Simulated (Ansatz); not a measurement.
Input, command and steps of an Ansatz relaxation.

```yaml
crystal:
  lattice:
    - [4.982, 0.0, 0.0]
    - [0.0, 4.982, 0.0]
    - [0.0, 0.0, 6.963]
  atoms:
    - { symbol: Si, position: [0.29897, 0.29897, 0.0] }
    - { symbol: Si, position: [0.20103, 0.79897, 0.25] }
    - { symbol: Si, position: [0.70103, 0.70103, 0.5] }
    - { symbol: Si, position: [0.79897, 0.20103, 0.75] }
    - { symbol: O, position: [0.23989, 0.10347, 0.17813] }
    - { symbol: O, position: [0.39653, 0.73989, 0.42813] }
    - { symbol: O, position: [0.76011, 0.89653, 0.67813] }
    - { symbol: O, position: [0.60347, 0.26011, 0.92813] }
    - { symbol: O, position: [0.73989, 0.39653, 0.57187] }
    - { symbol: O, position: [0.89653, 0.76011, 0.32187] }
    - { symbol: O, position: [0.26011, 0.60347, 0.07187] }
    - { symbol: O, position: [0.10347, 0.23989, 0.82187] }
basis:
  ecutwfc: 500
kpoints:
  mp_grid: { grid: [6, 6, 4] }
hamiltonian:
  xc: r2scan
scf:
  occupations: { method: gaussian, width: 0.02 }
output:
  forces: true
  stress: true
  eigenvalues: true
relax:
  adjacent_minimum: "off"
  f_tol: 0.01
  max_steps: 40
```

```bash
ansatz run input.yaml --threads 4 --pin off --max-ram 10240MiB --backend cpu --events-out ev --progress --plain --runs-dir out
```

Method: Ansatz 0.2.0, DFT r2SCAN, scalar-relativistic, plane waves, PAW.

Of 5 frames 5 are shown, positions in Å and forces in eV/Å; the SCF threshold varies from step to step.

```xyz
12
Lattice="4.9820 0.0000 0.0000 0.0000 4.9820 0.0000 0.0000 0.0000 6.9630" Properties=species:S:1:pos:R:3:forces:R:3 pbc="T T T" step=1 free_energy_over_end_meV_per_atom=1.00
Si    1.4895    1.4895    0.0000    0.1200    0.1200    0.0000
Si    1.0015    3.9805    1.7408   -0.1200    0.1200    0.0000
Si    3.4925    3.4925    3.4815   -0.1200   -0.1200    0.0000
Si    3.9805    1.0015    5.2222    0.1200   -0.1200    0.0000
O     1.1951    0.5155    1.2403   -0.0513   -0.0412    0.1706
O     1.9755    3.6861    2.9811    0.0412   -0.0513    0.1706
O     3.7869    4.4665    4.7218    0.0513    0.0412    0.1706
O     3.0065    1.2959    6.4626   -0.0412    0.0513    0.1706
O     3.6861    1.9755    3.9819   -0.0513    0.0412   -0.1706
O     4.4665    3.7869    2.2412    0.0412    0.0513   -0.1706
O     1.2959    3.0065    0.5004    0.0513   -0.0412   -0.1706
O     0.5155    1.1951    5.7227   -0.0412   -0.0513   -0.1706
12
Lattice="4.9820 0.0000 0.0000 0.0000 4.9820 0.0000 0.0000 0.0000 6.9630" Properties=species:S:1:pos:R:3:forces:R:3 pbc="T T T" step=2 free_energy_over_end_meV_per_atom=0.55
Si    1.4931    1.4931    0.0000    0.0783    0.0783    0.0000
Si    0.9979    3.9841    1.7408   -0.0783    0.0783    0.0000
Si    3.4889    3.4889    3.4815   -0.0783   -0.0783    0.0000
Si    3.9841    0.9979    5.2222    0.0783   -0.0783    0.0000
O     1.1938    0.5203    1.2431   -0.0398   -0.0263    0.1293
O     1.9707    3.6848    2.9839    0.0263   -0.0398    0.1293
O     3.7882    4.4617    4.7246    0.0398    0.0263    0.1293
O     3.0113    1.2972    6.4654   -0.0263    0.0398    0.1293
O     3.6848    1.9707    3.9791   -0.0398    0.0263   -0.1293
O     4.4617    3.7882    2.2384    0.0263    0.0398   -0.1293
O     1.2972    3.0113    0.4976    0.0398   -0.0263   -0.1293
O     0.5203    1.1938    5.7199   -0.0263   -0.0398   -0.1293
12
Lattice="4.9820 0.0000 0.0000 0.0000 4.9820 0.0000 0.0000 0.0000 6.9630" Properties=species:S:1:pos:R:3:forces:R:3 pbc="T T T" step=3 free_energy_over_end_meV_per_atom=0.02
Si    1.5024    1.5024    0.0000   -0.0244   -0.0244    0.0000
Si    0.9886    3.9934    1.7408    0.0244   -0.0244    0.0000
Si    3.4796    3.4796    3.4815    0.0244    0.0244    0.0000
Si    3.9934    0.9886    5.2222   -0.0244    0.0244    0.0000
O     1.1898    0.5337    1.2515   -0.0053    0.0064    0.0114
O     1.9573    3.6808    2.9922   -0.0064   -0.0053    0.0114
O     3.7922    4.4483    4.7330    0.0053   -0.0064    0.0114
O     3.0247    1.3012    6.4737    0.0064    0.0053    0.0114
O     3.6808    1.9573    3.9708   -0.0053   -0.0064   -0.0114
O     4.4483    3.7922    2.2300   -0.0064    0.0053   -0.0114
O     1.3012    3.0247    0.4893    0.0053    0.0064   -0.0114
O     0.5337    1.1898    5.7115    0.0064   -0.0053   -0.0114
12
Lattice="4.9820 0.0000 0.0000 0.0000 4.9820 0.0000 0.0000 0.0000 6.9630" Properties=species:S:1:pos:R:3:forces:R:3 pbc="T T T" step=4 free_energy_over_end_meV_per_atom=0.01
Si    1.4999    1.4999    0.0000   -0.0127   -0.0127    0.0000
Si    0.9911    3.9909    1.7408    0.0127   -0.0127    0.0000
Si    3.4821    3.4821    3.4815    0.0127    0.0127    0.0000
Si    3.9909    0.9911    5.2222   -0.0127    0.0127    0.0000
O     1.1894    0.5322    1.2530    0.0046    0.0205   -0.0183
O     1.9588    3.6804    2.9937   -0.0205    0.0046   -0.0183
O     3.7926    4.4498    4.7345   -0.0046   -0.0205   -0.0183
O     3.0232    1.3016    6.4752    0.0205   -0.0046   -0.0183
O     3.6804    1.9588    3.9693    0.0046   -0.0205    0.0183
O     4.4498    3.7926    2.2285   -0.0205   -0.0046    0.0183
O     1.3016    3.0232    0.4878   -0.0046    0.0205    0.0183
O     0.5322    1.1894    5.7100    0.0205    0.0046    0.0183
12
Lattice="4.9820 0.0000 0.0000 0.0000 4.9820 0.0000 0.0000 0.0000 6.9630" Properties=species:S:1:pos:R:3:forces:R:3 pbc="T T T" step=5 free_energy_over_end_meV_per_atom=0.00
Si    1.5004    1.5004    0.0000   -0.0011   -0.0011    0.0000
Si    0.9906    3.9914    1.7408    0.0011   -0.0011    0.0000
Si    3.4816    3.4816    3.4815    0.0011    0.0011    0.0000
Si    3.9914    0.9906    5.2222   -0.0011    0.0011    0.0000
O     1.1893    0.5330    1.2526    0.0004    0.0012   -0.0006
O     1.9580    3.6803    2.9933   -0.0012    0.0004   -0.0006
O     3.7927    4.4490    4.7341   -0.0004   -0.0012   -0.0006
O     3.0240    1.3017    6.4748    0.0012   -0.0004   -0.0006
O     3.6803    1.9580    3.9697    0.0004   -0.0012    0.0006
O     4.4490    3.7927    2.2289   -0.0012   -0.0004    0.0006
O     1.3017    3.0240    0.4882   -0.0004    0.0012    0.0006
O     0.5330    1.1893    5.7104    0.0012    0.0004    0.0006
```

Time: 97 s on 4 threads of Intel(R) Xeon(R) Processor @ 2.50GHz (Skylake/Cascade Lake), on a shared host, peak memory 0.95 GiB.